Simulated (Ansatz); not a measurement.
AlN in space group P4_2/mnm (No. 136; Al on 4g, N on 4f), PBEsol (plane waves, PAW; program Ansatz). The conduction-band minimum lies at Γ, with 1 equivalent valley. Second derivatives d²E/dk² of the lowest band at one valley (eV·Å²), along Cartesian directions:

| direction | d²E/dk² |
|---|---|
| [100] | 23.90 |
| [010] | 23.90 |
| [001] | 22.12 |
| [110] | 23.90 |
| [101] | 23.01 |
| [011] | 23.01 |

### Question
Find the principal effective masses, the density-of-states mass and the conductivity mass.

### Answer
Off-diagonal terms follow from H_xy = H[110] − (H_xx + H_yy)/2, and m*/mₑ = 7.620 eV·Å² over each eigenvalue: 0.32, 0.32, 0.34. One valley's DOS mass (m₁m₂m₃)^(1/3) = 0.33, conductivity mass 3/(Σ 1/mᵢ) = 0.33 mₑ.

### Question
What effective density of states Nc follows at 300 K for parabolic valleys?

### Answer
Nc = 2.509e19 × 1 × (0.33)^(3/2) ≈ 4.8e18 cm⁻³.

### Question
With the computed static dielectric constant 8.33 (mean of the diagonal), estimate a hydrogenic donor's binding energy and radius.

### Answer
E = 13.606 eV × 0.33/8.33² ≈ 65 meV; a = 0.529 Å × ε/m* ≈ 13 Å. Semilocal masses tend to be too small when the gap is underestimated.

The start of the workflow was typed in or built on a structure type; neither database checked (COD, Materials Project) lists it. It is not the phase usual at ambient conditions (space group No. 186, 216). Symmetry was held in the PBEsol relaxation; its stability against distortions is not shown here.

Potentials: the earlier of the program's two PAW sets. The files were generated under PBE; for other functionals the program regenerates the frozen cores, and for LDA and PBEsol the local potential too.
